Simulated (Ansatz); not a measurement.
**SiW₂: rattling a relaxed structure**

The cell was found from a structure generator's guess, not taken from experiment.

Level of theory: Ansatz, DFT PBE, scalar-relativistic, plane waves, PAW. Settings: cutoff 420 eV, Γ-centred mesh 10×10×6 on the computed 6-atom cell, Gaussian smearing of 0.10 eV; no spin polarisation.

The cell below (6 atoms, space group P4/nmm (No. 129)) is relaxed within its symmetry.

```xyz
6
Lattice="3.6914 0.0000 0.0000 0.0000 3.6914 0.0000 0.0000 0.0000 6.7605" Properties=species:S:1:pos:R:3 pbc="T T T"
Si    0.0000    1.8457    4.8284
Si    1.8457    0.0000    1.9321
W     0.0000    0.0000    0.0000
W     1.8457    1.8457    0.0000
W     0.0000    1.8457    2.3069
W     1.8457    0.0000    4.4536
```

For the test a repeat of it with 12 atoms (edges 3.69, 6.76, 7.38 Å) was strained at random (σ = 1.5 % a component), the atoms were moved at random (σ = 0.15 Å), and all was relaxed again on a coarse 6×4×4 mesh (in the run’s order of axes) with 0.20 eV smearing, with no symmetry imposed.

These runs have no spin–orbit coupling, which can matter for W.

Task: Is the structure stable against such a distortion?

Result: It doesn't return. The energy falls by 138 meV/atom on that mesh, the volume changes by -1.6 %, and the end has space group Pmmn (No. 59) at a loose tolerance. Relaxed again on a 12×10×6 mesh with 0.10 eV smearing, the new structure lies 139 meV/atom below the first (mesh in the axes of the run's cell; the cell below is made exact in the group named). Space group Pmmn (No. 59), orthorhombic, a = 3.170 Å, b = 4.233 Å, c = 6.754 Å. Around Si lie 7 W at 2.46–2.67 Å, 2 W at 2.85 Å and 2 Si at 3.17 Å; W on its first site has 2 Si at 2.56 Å, 6 W at 2.65–2.79 Å, 2 Si at 2.85 Å and 4 W at 3.17–3.19 Å; W on its second site is surrounded by 1 Si at 2.46 Å, 4 Si at 2.67 Å, 2 W at 2.79 Å and 8 W at 3.17–3.36 Å.

```
Si W
1.0
     3.17000    0.00000    0.00000
     0.00000    4.23282    0.00000
     0.00000    0.00000    6.75407
Si W
2 4
Direct
  0.50000 0.50000 0.21036
  0.00000 0.00000 0.78964
  0.00000 0.50000 0.50749
  0.50000 0.00000 0.49251
  0.50000 0.50000 0.84669
  0.00000 0.00000 0.15331
```
